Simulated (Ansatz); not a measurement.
A relaxed structure of ZrPbO3. All values below come from r2SCAN (plane waves to 500 eV, PAW, scalar-relativistic; Ansatz, a quantum-chemistry and plane-wave program).

```xyz
20
Lattice="5.8531 0.0000 0.0000 0.0000 8.2550 0.0000 0.0000 0.0000 5.8467" Properties=species:S:1:pos:R:3 pbc="T T T"
Pb     2.8501     6.1913     5.8022
Pb     5.7766     6.1913     2.9679
Pb     3.0030     2.0638     0.0445
Pb     0.0764     2.0638     2.8788
Zr     0.0000     4.1275     0.0000
Zr     2.9265     0.0000     2.9233
Zr     0.0000     0.0000     0.0000
Zr     2.9265     4.1275     2.9233
O      0.0484     6.1913     0.4117
O      2.9749     6.1913     2.5117
O      5.8047     2.0638     5.4350
O      2.8781     2.0638     3.3350
O      1.6518     0.3133     1.2711
O      4.5783     3.8142     1.6522
O      4.2013     4.4408     4.5755
O      1.2748     7.9417     4.1945
O      4.2013     7.9417     4.5755
O      1.2748     4.4408     4.1945
O      1.6518     3.8142     1.2711
O      4.5783     0.3133     1.6522
```

### Question
Find the space group and the Wyckoff positions (tolerance 0.01 Å).

### Answer
Space group Pnma (No. 62); a = 5.853 Å, b = 8.255 Å, c = 5.847 Å, α = β = γ = 90.00°

```csv
atom,site,symmetry,x,y,z
Pb,4c,.m.,0.0131,0.2500,0.4924
Zr,4a,-1,0.0000,0.0000,0.0000
O,4c,.m.,0.0083,0.7500,0.0704
O,8d,1,0.2822,0.0379,0.2174
```

This is the AFLOW prototype AB3C_oP20_62_c_cd_a (as in CaTiO3).

### Question
Give the shortest distances between elements (the closest pairs, up to four, under 3.6 Å).

### Answer
O–Zr 2.10 Å; O–Pb 2.53 Å; O–O 2.95 Å; Pb–Zr 3.52 Å.

* **Volume per atom**: 14.12 Å³
* **Band gap**: 3.11 eV, direct within 0.03 eV (at Γ) (no spin-orbit coupling)
* **Smallest direct gap**: 3.12 eV at Γ

No spin polarisation in the result.

The run could not lose the symmetry of its start.

The first start was generated by placing the elements on the sites of a structure type. Materials Project lists a structure of ZrPbO3 in the same space group, Pnma (No. 62); the sites were not compared with it, nor with measured phases.
